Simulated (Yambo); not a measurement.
```xyz
3
Lattice="3.1404 0.0000 0.0000 -1.5702 2.8330 0.0000 0.0000 0.0000 16.3000" Properties=species:S:1:pos:R:3 pbc="T T T"
Se     0.0000     0.0054    -1.6983
Se     0.0000     0.0054     1.6983
W      0.0000     1.8778     0.0000
```

The PBEsol cell relaxed from Materials Project entry mp-1821 was given a uniaxial strain of -4 % along x, the other axes held, and the atoms were relaxed again, with the Coulomb interaction truncated along z.

Question: Where are the main features of Im α from RPA with local fields on PBEsol bands (Yambo; 24×24×1 mesh, 51 bands, 2 Ry local-field block, 0.2 eV broadening; field along x)?

Answer: Peaks at 2.6 eV (9.5), 4.0 eV (10), 9.5 eV (2.5), 10.9 eV (2.6), heights in brackets (Å). α is the in-plane polarisability per area of the layer, a length; absorbance is 4πω Im α/c. Peak heights and small wiggles depend on the k mesh. Convergence of the RPA response with its 24×24×1 mesh was not tested. No excitonic effects at this level. Without spin-orbit coupling, band edges of such heavy elements can be off by tenths of an eV.
